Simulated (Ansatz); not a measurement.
Ca3P2O8 — ⁴³Ca NMR of the central transition

Cell: an entry of the Crystallography Open Database (COD), atoms as given.

Space group R-3m:H (No. 166); a = 5.2487, c = 18.6735 Å, γ = 120.00°.

```csv
site,Wyckoff,site symmetry,x,y,z
Ca1,3a,-3m,0.0000,0.0000,0.0000
Ca2,6c,3m,0.0000,0.0000,0.2036
P,6c,3m,0.0000,0.0000,0.4052
O6,6c,3m,0.0000,0.0000,0.3235
O8,18h,.m,0.8409,0.1591,0.4327
```

One atom of each set is listed; the run and its k-mesh use a cell of 13 atoms with edges of 6.92, 6.92, 6.92 Å.

All values are calculated (Ansatz; DFT, PBE, plane waves and PAW, scalar-relativistic, 420 eV cutoff, Γ-centred 5×5×5 k-points, Fermi–Dirac smearing 0.02 eV), not measured.

⁴³Ca has I = 7/2 and Q = -40.80 mb (Pyykkö 2018); at 23.5 T its Larmor frequency is ν₀ = 67.4 MHz. Only the quadrupole interaction is simulated: positions count from each site's isotropic chemical shift, and J coupling is left out, as are shift anisotropy and dipolar coupling, which fast spinning averages.

(1) What does the ⁴³Ca spectrum (fast magic-angle spinning) show for each site?

Answers

(1) 

```json
{"site": "Ca1", "first shell": "6 O at 2.44 Å", "C_Q (MHz)": "4.48", "η": "0.00", "P_Q (MHz)": "4.48", "δ_QIS (ppm)": "-11.2", "breadth (kHz)": "1.62"}
{"site": "Ca2", "first shell": "10 O at 2.24–2.69 Å", "C_Q (MHz)": "3.76", "η": "0.00", "P_Q (MHz)": "3.76", "δ_QIS (ppm)": "-7.95", "breadth (kHz)": "1.15"}
```

δ_QIS = −(ν_Q²/30ν₀²)[I(I+1) − 3/4](1 + η²/3) × 10⁶ ppm with ν_Q = 3|C_Q|/[2I(2I−1)]; it falls as 1/B₀² in ppm, and the breadth as 1/B₀ in kHz.

An axis of threefold or higher order runs through Ca1 and Ca2, so V_zz lies along it and η is zero.

The calculated pressure of 6 GPa (PBE) comes partly from the unrelaxed atoms: it is 3.3 GPa once they are relaxed in the same cell. The largest force is 1.1 eV/Å, so the atoms aren't at the calculated equilibrium and relaxing them would move these values.

The run took 7.3 s of wall time (7.3 s of CPU time) and 0.58 GiB at its peak, on 1 thread of Intel Xeon Platinum 8488C (Sapphire Rapids) (x86_64; 4 cores open to the job, memory cap 2.5 GiB, no GPU), a shared host with a load of 0.3 a core.
